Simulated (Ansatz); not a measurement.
Ni (fcc type), DFT, PBE, PAW with Ansatz's default frozen-core files, scalar-relativistic (Ansatz 0.2.0), on 1 thread of Arm Neoverse V2 (shared host).

Command: `ansatz run input.yaml --threads 1 --pin off --max-ram 3072MiB --backend cpu --events-out ev --progress --plain --runs-dir out`

```yaml
crystal:
  lattice:
    - [0.0, 1.7108303217, 1.7108303217]
    - [1.7108303217, 0.0, 1.7108303217]
    - [1.7108303217, 1.7108303217, 0.0]
  atoms:
    - { symbol: Ni, position: [0.0, 0.0, 0.0], spin: 1.0 }
magnetization:
  spin_polarized: true
kpoints:
  mp_grid: { grid: [18, 18, 18] }
  band_path:
    path:
      - [0.0, 0.0, 0.0]
      - [0.5, 0.0, 0.5]
      - [0.625, 0.25, 0.625]
      - [0.375, 0.375, 0.75]
      - [0.0, 0.0, 0.0]
      - [0.5, 0.5, 0.5]
      - [0.5, 0.25, 0.75]
      - [0.5, 0.0, 0.5]
    npoints: 8
scf:
  occupations: { method: fermi_dirac, width: 0.05 }
hamiltonian:
  xc: pbe
  pseudopotentials: { kind: paw }
output:
  forces: true
  stress: true
  eigenvalues: true
  populations: true
  dos: { projected: true, de: 0.2, e_range: [-14, 8] }
```

(1) How large is the problem that the program sets up?

(2) About how long does it take?

Results:

(1) 195 irreducible k-points, 181 plane waves at Γ, 14 bands.

(2) 6.3 s of wall time for 13 SCF iterations. Times on shared machines scatter by tens of per cent.
